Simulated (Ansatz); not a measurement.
Rb₂CdI₄ in space group P2_1/m (No. 11; Pearson symbol mP14), plane-wave PAW LDA (Ansatz code), all energies at zero smearing, with the estimated change up to a 700 eV cutoff added, with one set of potentials and settings (totals compare only within such a set). Cell of 14 atoms (4 Rb, 2 Cd, 8 I): -87780.984 eV.

```json
[
 {"element": "Rb", "reference phase": "Im-3m, 1 atoms in the cell", "E (eV/atom)": "-3170.7586"},
 {"element": "Cd", "reference phase": "P6_3/mmc, 2 atoms in the cell", "E (eV/atom)": "-8117.8923"},
 {"element": "I", "reference phase": "Cmce, 4 atoms in the cell", "E (eV/atom)": "-7355.8618"}
]
```

Formation energy per atom, worked out: (-87780.984 − 4×(-3170.7586) − 2×(-8117.8923) − 8×(-7355.8618))/14 = -1.091 eV/atom (-105 kJ per mol of atoms), at 0 K, without zero-point energy or fitted corrections.

The workflow started from a Materials Project entry (that database holds measured and hypothetical structures alike); the Crystallography Open Database copy checked does not list it. Its standing as an ambient phase is unchecked. Symmetry was held in the LDA relaxation; its stability against distortions is not shown here. The references are the lowest solids computed at this level, not always the standard phases. Scalar-relativistic: spin–orbit coupling is off unless named, which matters more the heavier the elements.

Potentials: the later of the program's two PAW sets.
